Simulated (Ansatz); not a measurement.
Given:

ReS₂:
```cif
data_Re3S6
_chemical_formula_sum 'Re3 S6'
_space_group_name_H-M_alt 'R3m :H'
_space_group_IT_number 160
_space_group_name_Hall 'R 3 -2"'
_cell_length_a 3.29258
_cell_length_b 3.29258
_cell_length_c 17.72761
_cell_angle_alpha 90.000
_cell_angle_beta 90.000
_cell_angle_gamma 120.000
loop_
_atom_site_label
_atom_site_type_symbol
_atom_site_symmetry_multiplicity
_atom_site_Wyckoff_symbol
_atom_site_fract_x
_atom_site_fract_y
_atom_site_fract_z
_atom_site_occupancy
Re1 Re 3 a 0.00000 0.00000 0.00002 1
S1 S 3 a 0.00000 0.00000 0.25233 1
S2 S 3 a 0.00000 0.00000 0.41435 1
```
(The calculation used a cell of 3 atoms; values per cell refer to that cell.)

This is the r²SCAN+D4-relaxed structure.

**Question.** All from the program Ansatz at the r²SCAN+D4 level (PAW), unless another level is named. Give the electronic character.

**Answer.** metallic (no gap).

**Question.** Next, the formation energy from the elements (no fitted shifts)?

**Answer.** -34 kJ/mol of atoms.

**Question.** Predict the density of states at the Fermi level.

**Answer.** 0.74 states/eV per atom (mean over ±0.08 eV).

A made-up cell: these elements were put on the sites of a structure type; neither database checked (COD, Materials Project) lists it. Its standing as an ambient phase is unchecked. The cell was relaxed with r²SCAN+D4 under the symmetry of its start; its stability against distortions is not shown here. No spin polarisation was allowed. With an odd number of electrons in the cell and no spin polarisation, the count alone makes it a metal. The references are the lowest solids computed at this level, not always the standard phases. Spin–orbit coupling is left out wherever it is not named.

Potentials: the earlier of the program's two PAW sets.
